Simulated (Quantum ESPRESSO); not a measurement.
Mg3O2F2 (made-up cell, one site empty) (calculated)

Calculation on a made-up crystal cell, not a measurement, with one named mistake planted (healthy values lack it): periodic Kohn-Sham density functional theory in plane waves with PseudoDojo standard norm-conserving scalar-relativistic pseudopotentials, each functional with its own files (v0.5 for PBE, v0.4.1 for LDA and PBEsol), no spin polarisation, no spin-orbit coupling, atoms not relaxed, stress positive in tension, energies less a fixed whole-eV offset for each atom's element; levels are Kohn-Sham levels at fractions of this cell's reciprocal vectors, counted from the reference band (half the neutral cell's valence electrons, rounded up) at Gamma; error bars cover cutoff and k-mesh only, not smearing or the files; each bar is the largest change over components, and at least 0.002 eV, 0.002 eV per angstrom or 0.02 GPa; a charged cell sits in a uniform background, with energy and stress on this program's zero of potential; energies are for the whole cell, and the offsets were chosen from early runs and are not element reference energies; a distance is the largest change of any value in units of its error bar (the energy's for the smearing term), a scale change is of lengths, and a coarse mesh keeps the half-step shift; machines and their load varied, so run times do not measure scaling. Program: Quantum ESPRESSO 7.5.

```cif
# cell vector a (Å): 4.0803 0.0000 0.0000
# cell vector b (Å): 0.0000 4.0803 0.0000
# cell vector c (Å): 0.0000 0.0000 4.0803
data_Mg3O2F2
_symmetry_space_group_name_H-M 'P 1'
_symmetry_Int_Tables_number 1
_cell_length_a 4.0803
_cell_length_b 4.0803
_cell_length_c 4.0803
_cell_angle_alpha 90.000
_cell_angle_beta 90.000
_cell_angle_gamma 90.000
_cell_volume 67.93
loop_
_atom_site_label
_atom_site_type_symbol
_atom_site_fract_x
_atom_site_fract_y
_atom_site_fract_z
_atom_site_occupancy
Mg1 Mg 0.00850 0.99838 0.00439 1
Mg2 Mg 0.51727 0.02017 0.49386 1
Mg3 Mg 0.48901 0.50602 0.99253 1
O1 O 0.50656 0.00088 0.98995 1
O2 O 0.51690 0.50884 0.51606 1
F1 F 0.01551 0.00747 0.48700 1
F2 F 0.00049 0.50908 0.00777 1
_calc_lattice_type 'rocksalt'
_calc_empty_site 2
_calc_intended_functional 'pbe'
_calc_intended_cutoff 1143  # eV
_calc_intended_fermi_dirac_smearing 0.025  # eV
_calc_intended_scf_tolerance 1e-07  # eV
_calc_intended_electrons_removed 0
_calc_healthy_free_energy_less_offsets 7.809  # eV
_calc_healthy_scf_iterations 10
_calc_healthy_smearing_term_minus_ts 0  # eV
_calc_healthy_pressure 10.96  # GPa
_calc_healthy_stress_xx -17.58  # GPa
_calc_healthy_stress_yy -7.16  # GPa
_calc_healthy_stress_zz -8.14  # GPa
_calc_healthy_stress_yz -0.12  # GPa
_calc_healthy_stress_xz 0.27  # GPa
_calc_healthy_stress_xy 0.18  # GPa
_calc_healthy_reference_band 28
_calc_fault_kind 'wide smearing'
_calc_fault_smearing 0.82  # eV
_calc_faulty_run_command 'pw.x -nk 1 -in in'
_calc_faulty_run_processor 'AMD EPYC, Zen 5 class, virtual cores'
_calc_intended_k_mesh '4 x 4 x 4, shifted by half a step'
_calc_structure_shown 'as intended, without the mistake'
_calc_faulty_free_energy_less_offsets 7.698  # eV
_calc_faulty_scf_iterations 9
_calc_faulty_smearing_term_minus_ts -0.5017  # eV
_calc_faulty_pressure 12.42  # GPa
_calc_faulty_stress_xx -18.52  # GPa
_calc_faulty_stress_yy -8.879  # GPa
_calc_faulty_stress_zz -9.86  # GPa
_calc_faulty_stress_yz -0.1302  # GPa
_calc_faulty_stress_xz 0.2715  # GPa
_calc_faulty_stress_xy 0.1809  # GPa
_calc_faulty_reference_band 28
_calc_other_mistakes_compared 7
_calc_distance_from_healthy 190.9  # error bars
_calc_distance_from_nearest_other_mistake 190.9  # error bars
_calc_healthy_error_bar_energy 0.002628  # eV
_calc_healthy_error_bar_stress 0.04382  # GPa
_calc_healthy_error_bar_force 0.01143  # eV/angstrom
_calc_healthy_error_bar_next_band_up 0.002  # eV
_calc_faulty_wall_time_of_scf_and_band_steps_on_a_shared_machine 103  # s
```

Atoms:
```csv
atoms element,atom site,atom energy offset (eV)
Mg,1,-1617
Mg,3,-1617
Mg,4,-1617
O,5,-452
O,6,-452
F,7,-677
F,8,-677
```

Healthy forces:
```csv
site,x (eV/Å),y (eV/Å),z (eV/Å)
1,-0.228,0.177,-0.521
3,-0.102,-0.46,0.156
4,0.597,-0.009,0.584
5,-0.019,0.418,0.58
6,-0.226,0.146,-1.167
7,-0.05,0.029,0.389
8,0.028,-0.301,-0.021
```

Healthy levels:
```csv
level k point,next band up (eV)
Gamma,3.454
"(1/2,1/2,1/2)",6.899
"(0.15,0,0)",3.927
"(0,0.15,0)",3.89
"(0,0,0.15)",3.889
```

Faulty forces:
```csv
site,x (eV/Å),y (eV/Å),z (eV/Å)
1,-0.2262,0.1798,-0.5167
3,-0.1,-0.464,0.1499
4,0.5867,-0.01352,0.5957
5,-0.01239,0.4023,0.5618
6,-0.2164,0.1586,-1.16
7,-0.04685,0.02622,0.3897
8,0.01515,-0.2894,-0.02015
```

Faulty levels:
```csv
level k point,next band up (eV)
Gamma,3.614
"(1/2,1/2,1/2)",7.066
"(0.15,0,0)",4.084
"(0,0.15,0)",4.049
"(0,0,0.15)",4.048
```
